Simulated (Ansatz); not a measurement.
An Ansatz (a quantum-chemistry and plane-wave program) run. Input:

Ansatz 0.2 input:
```yaml
crystal:
  lattice:
    - [3.5844676916, 0.0, 0.0]
    - [0.0, 3.5844676916, 0.0]
    - [0.0, 0.0, 5.1787908776]
  atoms:
    - { symbol: Zr, position: [0.0, 0.0, 0.0] }
    - { symbol: Zr, position: [0.5, 0.5, 0.5] }
    - { symbol: O, position: [0.0, 0.5, 0.298852222] }
    - { symbol: O, position: [0.0, 0.5, 0.798852222] }
    - { symbol: O, position: [0.5, 0.0, 0.201147778] }
    - { symbol: O, position: [0.5, 0.0, 0.701147778] }
kpoints:
  mp_grid: { grid: [5, 5, 3] }
hamiltonian:
  xc: hse06
  pseudopotentials: { azcp: { folder: ./paw }, kind: paw }
scf:
  n_extra_bands: 6
  occupations: { method: fixed }
output:
  eigenvalues: true
  eigenstates:
    e_range: [-9.0, 14.0]
    kpoints:
      - [0.213542, 0.21875, 0.0]  # VBM
      - [0.0, 0.0, 0.0]  # CBM
      - [0.0, 0.0, 0.0]  # GAMMA
      - [0.0, 0.0, 0.5]  # Z
      - [0.5, 0.5, 0.0]  # M
      - [0.5, 0.5, 0.5]  # A
      - [0.0, 0.5, 0.5]  # R
      - [0.0, 0.5, 0.0]  # X
```

Output (shortened):

```
Pseudopotential: Zr, paw, valence charge 12
Pseudopotential: O, paw, valence charge 6
Functional definition: HSE06
davidson cushion auto → on  (no smearing: the cushion is to keep the highest requested band from converging to the state above it …
Crystal: 6 atoms, lattice volume = 66.539 Å³
Basis set: ecut = 420 eV, 1277 PW (Γ)
Bands: 30, of which v1, the nominal top of the filled ones, is band 24 counted from 1 (23 counted from 0)
Symmetry: 16 space group operations
Space group: P42/nmc (ITA 137), of the structure as read, at distance tolerance 4.1e-5 Å
k-points: 12 of 75
SCF iter   1: F=—  HF=-10647.956909 eV  |F-HF|=—  |Δ(HF+E_count)|=         —  Δρ=5.94e-2  dr2=2.23e0  ethr=1.00e-1  ⟨swp⟩=3.7  Hψ=1054  notcnv=0
preconditioner: auto → none
SCF iter   2: F=—  HF=-10647.913395 eV  |F-HF|=—  |Δ(HF+E_count)|=   4.35e-2  Δρ=4.31e-2  dr2=6.90e-1  ethr=4.64e-3  ⟨swp⟩=3.5  Hψ=1019  notcnv=0
SCF iter   3: F=—  HF=-10647.873616 eV  |F-HF|=—  |Δ(HF+E_count)|=   3.98e-2  Δρ=1.85e-2  dr2=2.43e-1  ethr=1.44e-3  ⟨swp⟩=3.1  Hψ=985  notcnv=0
iter 4 solved again at ethr=8.97e-6 eV; its pass at ethr=5.05e-4 eV (dr2=4.31e-3 eV) is discarded
SCF iter   4: F=—  HF=-10647.865425 eV  |F-HF|=—  |Δ(HF+E_count)|=   8.19e-3  Δρ=3.23e-3  dr2=3.85e-3  ethr=8.97e-6  ⟨swp⟩=4.0  Hψ=1864  notcnv=0
SCF iter   5: F=-10647.866530 eV  HF=-10647.866789 eV  |F-HF|=2.59e-4  |Δ(HF+E_count)|=   1.36e-3  Δρ=6.93e-4  dr2=3.12e-4  ethr=8.03e-6  ⟨swp⟩=3.5  Hψ=1069  notcnv=0
SCF 1 stopped early in 5 iterations: F = -10647.866530 eV  dr2 = 3.12e-4
Crystal: 6 atoms, lattice volume = 66.539 Å³
Exchange kernel: α = 0.2500, screened, ω = 0.2079 Å⁻¹, Wigner–Seitz truncation, v(0) = 1038.7255 eV·Å³, q-mesh 5×5×3, nearest image of the exchange supercell L …
Frozen-core exchange: fock
SCF iter   1: F=—  HF=-10652.270827 eV  |F-HF|=—  |Δ(HF+E_count)|=         —  Δρ=1.34e-2  dr2=1.84e-1  ethr=6.51e-6  ⟨swp⟩=5.7  Hψ=1660  notcnv=0
preconditioner: auto → none
SCF iter   2: F=—  HF=-10652.206828 eV  |F-HF|=—  |Δ(HF+E_count)|=   6.40e-2  Δρ=3.69e-3  dr2=6.62e-3  ethr=6.51e-6  ⟨swp⟩=4.2  Hψ=1477  notcnv=0
SCF iter   3: F=—  HF=-10652.237163 eV  |F-HF|=—  |Δ(HF+E_count)|=   3.03e-2  Δρ=1.98e-3  dr2=3.51e-3  ethr=6.51e-6  ⟨swp⟩=3.2  Hψ=1082  notcnv=0
SCF iter   4: F=—  HF=-10652.235965 eV  |F-HF|=—  |Δ(HF+E_count)|=   1.20e-3  Δρ=1.56e-4  dr2=4.62e-5  ethr=6.51e-6  ⟨swp⟩=3.0  Hψ=897  notcnv=0
SCF iter   5: F=-10652.236479 eV  HF=-10652.236507 eV  |F-HF|=2.78e-5  |Δ(HF+E_count)|=   5.42e-4  Δρ=2.05e-4  dr2=3.28e-5  ethr=1.91e-8  ⟨swp⟩=4.2  Hψ=1432  notcnv=0
SCF 2 stopped early in 5 iterations: F = -10652.236479 eV  dr2 = 3.28e-5
hybrid outer 1: dexx = +3.471e-2 eV, tail = 1.07e-4 eV
Crystal: 6 atoms, lattice volume = 66.539 Å³
Exchange kernel: α = 0.2500, screened, ω = 0.2079 Å⁻¹, Wigner–Seitz truncation, v(0) = 1038.7255 eV·Å³, q-mesh 5×5×3, nearest image of the exchange supercell L …
Frozen-core exchange: fock
SCF iter   1: F=—  HF=-10652.236274 eV  |F-HF|=—  |Δ(HF+E_count)|=         —  Δρ=7.39e-5  dr2=3.70e-6  ethr=1.12e-6  ⟨swp⟩=2.4  Hψ=798  notcnv=0
preconditioner: auto → none
iter 2 solved again at ethr=3.18e-10 eV; its pass at ethr=7.48e-9 eV (dr2=1.53e-7 eV) is discarded
SCF iter   2: F=—  HF=-10652.236274 eV  |F-HF|=—  |Δ(HF+E_count)|=   3.18e-7  Δρ=2.75e-5  dr2=3.76e-7  ethr=3.18e-10  ⟨swp⟩=2.1  Hψ=1990  notcnv=0
SCF iter   3: F=—  HF=-10652.236276 eV  |F-HF|=—  |Δ(HF+E_count)|=   1.48e-6  Δρ=3.14e-5  dr2=4.08e-7  ethr=3.18e-10  ⟨swp⟩=4.3  Hψ=1335  notcnv=0  defer=1
SCF iter   4: F=-10652.236276 eV  HF=-10652.236276 eV  |F-HF|=1.78e-8  |Δ(HF+E_count)|=   1.24e-7  Δρ=6.89e-6  dr2=2.24e-8  ethr=3.18e-10  ⟨swp⟩=3.0  Hψ=997  notcnv=0
SCF 3 converged in 4 iterations: F = -10652.236276 eV  dr2 = 2.24e-8
hybrid outer 2: dexx = +1.647e-6 eV, tail = 5.73e-8 eV, Δε = 4.70e-3 eV (about 1.56e-4 eV left of the loop's levels)
NSCF: frozen V_eff on 8 k-points
hybrid SCF converged: 2 outer / 9 inner (+5 warm-up), last move |dexx| = 1.65e-6 eV, tail = 5.73e-8 eV
Stability not checked (fock_operator)
Free energy (F): -10652.236276 eV
Frozen-core exchange: fock
Harris-Foulkes:  -10652.236276 eV  (|F-HF|=1.78e-8)
Internal energy: -10652.236276 eV  (E = F + TS)
E sigma→0 (E₀):  -10652.236276 eV
Fermi energy:    10.280279 eV
--- Per-component energies (eV) ---
  E_band       = -229.394462
  E_kinetic    = 1316.611157
  E_local      = -2255.958299  (includes V_loc(G=0)·N_el)
  E_nonlocal   = 345.703864
  E_hartree    = 778.471637
  E_xc         = -482.224571
  E_vxc        = -587.267628  (∫ρ·V_xc dr)
  E_exx        = -141.992101  (= α·E_x^exact, valence–valence)
  E_paw        = -6558.671284  (= ΣΔE_a)
  E_vpaw       = -321.448248  (= ΣTr[D̂ρ^β])
  E_aug_tail   = 0.003057  (compensation charges beyond the density's cutoff)
  E_ewald      = -3653.284890
  E_core_change = -0.894845  (= ΣΔE_core)
  E_smearing   =  0.000000  (= −TS)
  E_closure    =  0.000000  (closes the sum)
  Σ components = -10652.236276   (vs F -10652.236276, Δ=0.00e0)
  [band-id]    e_kinetic+e_local+e_nonlocal+2·e_hartree+e_vxc+2·e_exx+e_vpaw+e_augmentation_tail = -229.397025   (vs E_band -229.394462, Δ=-2.56e-3)
--- Band table (eV; the first three rows and the last of 12) ---
  k-point 0: bands = ["-39.8737", "-39.8095", "-17.1830", "-16.5168", "-16.5168", "-16.3526", "-16.3291", "-16.3291", "-8.9696", "-7.6432", "-6.8082", "-6.6068", "4.9112", "5.2184", "5.3957", "5.3957", "7.6184", "7.6184", "8.9197", "8.9197", "9.6905", …
  k-point 1: bands = ["-39.8577", "-39.8256", "-17.0002", "-16.5887", "-16.4707", "-16.4707", "-16.3766", "-16.3766", "-8.4525", "-7.4035", "-7.3961", "-6.8759", "5.7319", "5.7319", "5.8719", "6.2789", "6.7144", "6.7144", "8.1501", "8.6571", "9.5702", …
  k-point 2: bands = ["-39.8607", "-39.8087", "-17.0795", "-16.7109", "-16.5569", "-16.4912", "-16.3841", "-16.3390", "-8.5581", "-7.4716", "-6.8965", "-6.7534", "4.9599", "5.3979", "5.6811", "6.4263", "7.1934", "7.6355", "8.5322", "8.7153", "9.5196", …
  k-point 11: bands = ["-39.8071", "-39.8040", "-17.0826", "-17.0600", "-16.8457", "-16.7771", "-16.5055", "-16.4998", "-7.2213", "-7.1682", "-6.9507", "-6.8298", "5.3694", "5.5137", "6.5203", "6.7242", "7.3514", "7.6667", "8.2999", "8.8311", "9.2765", …
```

Cost: roughly 120 core-seconds on shared cores.

The points marked VBM and CBM come from a semilocal run.

Space group P4_2/nmc. This is a known high-temperature phase of the composition, computed here at zero pressure and temperature. The cell was relaxed with PBEsol under the symmetry of its start; its stability against distortions is not shown here. The run is not spin-polarised. Spin–orbit coupling is left out wherever it is not named.

Potentials: the earlier of the program's two PAW sets. The files were generated under PBE; for other functionals the program regenerates the frozen cores, and for LDA and PBEsol the local potential too.

Ansatz is a plane-wave DFT program.
